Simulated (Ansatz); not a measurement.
TePb₂Se in space group R-3m (No. 166; Te on 3b, Pb on 6c, Se on 3a) under volume change, LDA (plane waves, PAW; program Ansatz), shape and atoms relaxed at each volume.

| V (Å³/atom) | E − E(relaxed) (meV/atom) | P (GPa) |
|---|---|---|
| 27.206 | 47.7 | 6.18 |
| 28.102 | 20.0 | 3.78 |
| 28.999 | [?] | [?] |
| 29.896 | 0.0 | 0.00 |
| 30.793 | 4.2 | -1.47 |
| 31.690 | [?] | [?] |
| 32.587 | 34.3 | -3.78 |

Question: Complete the blanks.

Answer: 
- 31.690, E − E(relaxed) (meV/atom): 16.0
- 31.690, P (GPa): -2.72
- 28.999, E − E(relaxed) (meV/atom): 4.7
- 28.999, P (GPa): 1.73

Question: What does a third-order Birch–Murnaghan fit give for V₀, B₀ and B′?

Answer: V₀ = 29.90 Å³/atom, B₀ = 53.1 GPa, B′ = 4.4.

The first step of the workflow began from a Materials Project structure, measured or hypothetical; the Crystallography Open Database copy checked does not list it. With Te and Se taken as one species the cell has the higher symmetry Fm-3m, so it may be an ordered model of a mixed-site phase. Whether it is the stable phase at ambient conditions was not checked. Symmetry was held in the LDA relaxation; of distortions, only those at the zone centre were tested. Spin–orbit coupling is left out wherever it is not named.

Potentials: the later of the program's two PAW sets.
